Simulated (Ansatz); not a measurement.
Given:

RbFeSe₂O₈:
```
RbFeSe2O8
1.0
    5.38268     0.00000     0.00000
   -2.69134     4.66153     0.00000
    0.00000     0.00000     8.26259
Rb Fe Se O
1 1 2 8
Direct
  0.00000   0.00000   0.00000
  0.00000   0.00000   0.50000
  0.33333   0.66667   0.71271
  0.66667   0.33333   0.28729
  0.66667   0.33333   0.09290
  0.33333   0.66667   0.90710
  0.66479   0.83240   0.64798
  0.16760   0.83240   0.64798
  0.16760   0.33521   0.64798
  0.83240   0.66479   0.35202
  0.83240   0.16760   0.35202
  0.33521   0.16760   0.35202
```
The run is spin-polarised; directions of the spins, atom by atom: 0 ↑ 0 0 0 0 0 0 0 0 0 0.

This is the HSE06-relaxed structure.

Question: All from HSE06 (plane waves, PAW; program Ansatz), unless another level is named. Give the band gap.

Answer: 3.42 eV (smallest direct gap 3.42 eV).

Question: And the conduction-band minimum?

Answer: on the Γ–A line, 67 % of the way from Γ (2 equivalent valleys).

Question: Next, the valence-band maximum?

Answer: on the Γ–A line, 33 % of the way from Γ.

Space group P-3m1. The workflow started from a Materials Project entry (that database holds measured and hypothetical structures alike); the Crystallography Open Database copy checked does not list it. Whether it is the stable phase at ambient conditions was not checked. The HSE06 relaxation kept the symmetry of its start; its stability against distortions is not shown here. Magnetic state: ferromagnetic, the only order run, not a proven ground state. The cell computed holds one magnetic atom, so no antiferromagnetic order was within reach. Other orbital occupations within this spin state were not tried. The hybrid was solved on a coarse mesh, the path and, where they were found, the r²SCAN edge points; its band edges are the extreme levels among these. Scalar-relativistic: spin–orbit coupling is off unless named, which matters more the heavier the elements.

Potentials: the later of the program's two PAW sets.
